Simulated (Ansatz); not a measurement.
## Equation of state of Hf from a dense series

```xyz
1
Lattice="0.0000 2.2200 2.2200 2.2200 0.0000 2.2200 2.2200 2.2200 0.0000" Properties=species:S:1:pos:R:3 pbc="T T T"
Hf    0.0000    0.0000    0.0000
```

The cell is COD entry 1534929, as deposited and not checked against the literature; nothing was relaxed.

No spin–orbit coupling, which matters for the heavy atoms here.

These are results of DFT, PBEsol, all-electron LAPW, scalar-relativistic in Ansatz 0.2.0, not measurements.

Numerical set-up: a Γ-centred 16×16×16 k mesh, Fermi–Dirac smearing of 0.03 eV, basis error target 0.25 meV/atom, no spin polarisation.

The cell is scaled evenly. Fractional coordinates are held (clamped ions).

```tsv
V (Å³/atom)	P (GPa)
21.007	2.90
21.444	0.54
21.663	-0.56
21.882	-1.60
22.101	-2.58
22.320	-3.52
22.757	-5.28
23.195	-6.89
```

Q: Fit a third-order Birch–Murnaghan curve to the pressures.

A: P = (3B0/2)(y^(7/2) − y^(5/2))[1 + (3/4)(B0′ − 4)(y − 1)] with y = (V0/V)^(2/3) fits within 0.01 GPa for V0 = 21.552 Å³/atom, B0 = 107.7 GPa and B0′ = 3.80.

Q: Predict the pressure at the withheld volume, 20.569 Å³/atom.

A: There y = 1.0316, so the fit gives 5.49 GPa; the run gave 5.49 GPa.
